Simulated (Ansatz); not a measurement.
Relaxation of a generated cell, TiAl placed in the AFLOW prototype AB_cF8_225_a_b (B1, as in NaCl); 2 atoms in the cell, which starts as Fm-3m (No. 225), cF8; a = 4.975 Å, b = 4.975 Å, c = 4.975 Å, α = 90.00°, β = 90.00°, γ = 90.00°. Level of theory: PBE (plane waves to 420 eV, PAW, scalar-relativistic; Ansatz, an electronic-structure program). Γ-centred k-mesh 11×11×11 on the run's cell (coarser than for final values), Fermi–Dirac smearing 0.05 eV. This is the first round of the run. 

The optimiser's lines from the output (shortened; P is positive under compression):

```
relax step   1: F+E_penalty+E_count = -3036.34151312 eV  Δ(F+E_penalty+E_count) = +0.000e0 eV  max|allowed force component| = 3.001e-29 eV/Å  Δτ_max = 0.0000 Å  P = +21.369 GPa  Ω = 30.780 Å³  (6 SCF iters, dr2 threshold 1.00e-7 eV, accepted)
relax step   2: F+E_penalty+E_count = -3036.67732395 eV  Δ(F+E_penalty+E_count) = -3.358e-1 eV  max|allowed force component| = 1.369e-29 eV/Å  Δτ_max = 0.0000 Å  P = +4.026 GPa  Ω = 35.340 Å³  (6 SCF iters, dr2 threshold 2.00e-7 eV, accepted)
relax step   3: F+E_penalty+E_count = -3036.69552599 eV  Δ(F+E_penalty+E_count) = -1.820e-2 eV  max|allowed force component| = 6.863e-29 eV/Å  Δτ_max = 0.0000 Å  P = +0.769 GPa  Ω = 36.597 Å³  (6 SCF iters, dr2 threshold 2.00e-7 eV, accepted)
relax step   4: F+E_penalty+E_count = -3036.69623373 eV  Δ(F+E_penalty+E_count) = -7.077e-4 eV  max|allowed force component| = 2.424e-29 eV/Å  Δτ_max = 0.0000 Å  P = +0.039 GPa  Ω = 36.907 Å³  (6 SCF iters, dr2 threshold 2.00e-7 eV, accepted)
relax step   5: F+E_penalty+E_count = -3036.69623212 eV  Δ(F+E_penalty+E_count) = +1.613e-6 eV  max|allowed force component| = 2.432e-29 eV/Å  Δτ_max = 0.0000 Å  P = +0.000 GPa  Ω = 36.923 Å³  (7 SCF iters, dr2 threshold 3.76e-9 eV, accepted)
relax step   6: F+E_penalty+E_count = -3036.70045495 eV  Δ(F+E_penalty+E_count) = -4.223e-3 eV  max|allowed force component| = 1.607e-29 eV/Å  Δτ_max = 0.0000 Å  P = +0.218 GPa  Ω = 36.923 Å³  stress off target by 2.18e-1 GPa  SCF on the basis re-selected at this cell (its energy is not comparable with the rows above)  (6 SCF iters)
relax step   7: F+E_penalty+E_count = -3036.70050404 eV  Δ(F+E_penalty+E_count) = -4.909e-5 eV  max|allowed force component| = 2.005e-29 eV/Å  Δτ_max = 0.0000 Å  P = +0.009 GPa  Ω = 37.018 Å³  (6 SCF iters, dr2 threshold 1.19e-7 eV, accepted)
relax step   8: F+E_penalty+E_count = -3036.70052038 eV  Δ(F+E_penalty+E_count) = -1.634e-5 eV  max|allowed force component| = 1.533e-29 eV/Å  Δτ_max = 0.0000 Å  P = +0.009 GPa  Ω = 37.018 Å³  stress off target by 8.95e-3 GPa  SCF on the basis re-selected at this cell (its energy is not comparable with the rows above)  (8 SCF iters)
```

From the first to the last row the energy changes by -0.18 eV/atom and the volume by +20.3 %. The last row is marked as not comparable with the walk above it, whose basis was carried along; it does compare with step 1, since both stand on a basis selected at the nominal cutoff for their own cell.

Later rounds, restarted from the end of this one on a renewed k-mesh, logged 3 more steps and released under 0.01 eV/atom more. The final structure after all rounds: Fm-3m (No. 225), cF8, rock salt type; a = b = c = 5.2911 Å, α = β = γ = 90.00°. Between re-selections the logged energies stand on a plane-wave basis carried along with the cell. No spin polarisation in the result.

The run could not lose the symmetry of its start, so the end can be a saddle point.

All atoms sit on sites fixed by symmetry, so only the cell could relax.

The relaxed structure here is a generated cell of TiAl: the first start was made by placing the elements on the sites of a structure type, and the end was not matched to a known phase here, so it may be hypothetical. Known forms of TiAl include space group No. 123.
